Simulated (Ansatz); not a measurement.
**Pb$_{2}$O: do energies and stresses tell the same story?**

Level of theory: DFT PBEsol, scalar-relativistic, plane waves, PAW in Ansatz 0.2.0.

Plane waves to 420 eV, a k mesh through Γ of 8×8×8 on the computed 6-atom cell and Gaussian smearing (0.10 eV); no spin polarisation.

Relaxed cell: Pn-3m, a = 5.380 Å, b = 5.380 Å, c = 5.380 Å, α = 90.00°, β = 90.00°, γ = 90.00°, 6 atoms in the primitive cell. Whether it is the stable form of this composition wasn't checked.

Energies at zero smearing and pressures from the stress tensor, at volumes with shape and atoms relaxed:
```
V (Å³/atom) E − E(first) (meV/atom) P (GPa)
     22.839                     0.00     9.15
     23.618                   -37.23     6.26
     24.396                   -61.52     3.81
     25.175                   -74.83     1.73
     25.953                   -78.80    -0.05
     26.732                   -74.81    -1.56
     27.511                   -64.00    -2.84
     28.549                   -40.80    -4.26
```

Check P = −dE/dV between neighbouring volumes, and get the bulk modulus from the pressures alone.

With 1 eV/Å³ = 160.2 GPa:
| middle V (Å³/atom) | −ΔE/ΔV (GPa) | mean P (GPa) |
| --- | --- | --- |
| 23.228 | 7.660 | 7.707 |
| 24.007 | 4.999 | 5.036 |
| 24.786 | 2.739 | 2.768 |
| 25.564 | 0.817 | 0.839 |
| 26.343 | -0.823 | -0.803 |
| 27.121 | -2.223 | -2.201 |
| 28.030 | -3.581 | -3.554 |

The two differ by 0.05 GPa at most. The mean of two end pressures misses the average over a step by about ΔV² P″/12, up to 0.04 GPa here; with that taken off 0.01 GPa remains. Around V = 25.953 Å³/atom, the two neighbours give B = −V ΔP/ΔV = 25.953 × 3.28 / 1.557 = 54.7 GPa, against B0 = 54.7 GPa from the Birch–Murnaghan fit of the energies.

Spin–orbit coupling is left out, which can shift energies with elements as heavy as these.